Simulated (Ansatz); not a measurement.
Nb (bcc, W type)

```yaml
crystal:
  lattice:
    - [-1.65481, 1.65481, 1.65481]
    - [1.65481, -1.65481, 1.65481]
    - [1.65481, 1.65481, -1.65481]
  atoms:
    - { symbol: Nb, position: [0.00000, 0.00000, 0.00000] }
```

The slice is a {211} plane (indices of the conventional cell) through the point (0.000, 0.000, 0.000) (fractional), spanned by u = [111] and v = [1 0 -1] in vectors of this cell: u (2.87 Å) and v (4.68 Å, at 90° to u). It covers one period; positions are fractions (u, v).

These are PBE (plane waves to 420 eV, PAW, scalar-relativistic; Ansatz, an electronic-structure program) values and carry that method's errors. k mesh 20×20×20. Inside the PAW spheres the values are not all-electron values, and peaks at nuclei hang on which shells count as valence. Nb is run without spin polarisation. Nb was relaxed with its symmetry unable to fall.

Three fields on this plane, each scaled to ten steps between its own extremes (0 low, 9 high; the total valence density on a logarithmic scale, the potential cut 8 eV below its top; x marks points blanked near nuclei; v = 0 in the bottom row):

Map A
```
|xxxxxxx3112113xxxxxx|
|xxxxxxx2012102xxxxxx|
|xxxxxxx1023201xxxxxx|
|xxxxxx101343101xxxxx|
|xxxxx10025652001xxxx|
|xxxx1001478741001xxx|
|32100014689864100012|
|00001246899986421000|
|22233567899987653322|
|55556677788877766555|
|77777666666666667777|
|88776555444445556778|
|77655443333333445567|
|66543332222222333456|
|55433222222222223345|
|55432222222222222345|
|55433222222222223345|
|66543332222222333456|
|77655443333333445567|
|88776555444445556778|
|77777666666666667777|
|55556677788877766555|
|22233567899987653322|
|00001246899986421000|
|32100014689864100012|
|xxxx1001478741001xxx|
|xxxxx10025652001xxxx|
|xxxxxx101343101xxxxx|
|xxxxxxx1023201xxxxxx|
|xxxxxxx2012102xxxxxx|
|xxxxxxx3112113xxxxxx|
|xxxxxxx4112114xxxxxx|
```

Map B
```
|xxxxxxx0034300xxxxxx|
|xxxxxxx0145410xxxxxx|
|xxxxxxx0356530xxxxxx|
|xxxxxx014676410xxxxx|
|xxxxx00367876300xxxx|
|xxxx0036789876300xxx|
|00001467899987641000|
|11235678999998765321|
|55667789999999877665|
|77788888999998888877|
|88888888888888888888|
|99988877777777788899|
|99988776666666778899|
|99887766555556677889|
|99887665544455667889|
|99887655444445567889|
|99887665544455667889|
|99887766555556677889|
|99988776666666778899|
|99988877777777788899|
|88888888888888888888|
|77788888999998888877|
|55667789999999877665|
|11235678999998765321|
|00001467899987641000|
|xxxx0036789876300xxx|
|xxxxx00367876300xxxx|
|xxxxxx014676410xxxxx|
|xxxxxxx0356530xxxxxx|
|xxxxxxx0145410xxxxxx|
|xxxxxxx0034300xxxxxx|
|xxxxxxx0034300xxxxxx|
```

Map C
```
|xxxxxxx9532359xxxxxx|
|xxxxxxx8432348xxxxxx|
|xxxxxxx6322236xxxxxx|
|xxxxxx842111248xxxxx|
|xxxxx85311111358xxxx|
|xxxx7531100011357xxx|
|88754211000001124578|
|44432110000000112344|
|22211100000000011122|
|11111000000000001111|
|00000001111111000000|
|00000111111111110000|
|00000111112111110000|
|00001112222222111000|
|00001122222222211000|
|00001122222222211000|
|00001122222222211000|
|00001112222222111000|
|00000111112111110000|
|00000111111111110000|
|00000001111111000000|
|11111000000000001111|
|22211100000000011122|
|44432110000000112344|
|88754211000001124578|
|xxxx7531100011357xxx|
|xxxxx85311111358xxxx|
|xxxxxx842111248xxxxx|
|xxxxxxx6322236xxxxxx|
|xxxxxxx8432348xxxxxx|
|xxxxxxx9532359xxxxxx|
|xxxxxxx9532359xxxxxx|
```

**Question.** Assign the maps to these fields: electron localisation function (ELF); valence electron density; electrostatic potential energy of an electron, from the cell's mean.

**Answer.** A is the electron localisation function (ELF); B is the electrostatic potential energy of an electron, from the cell's mean; C is the valence electron density.
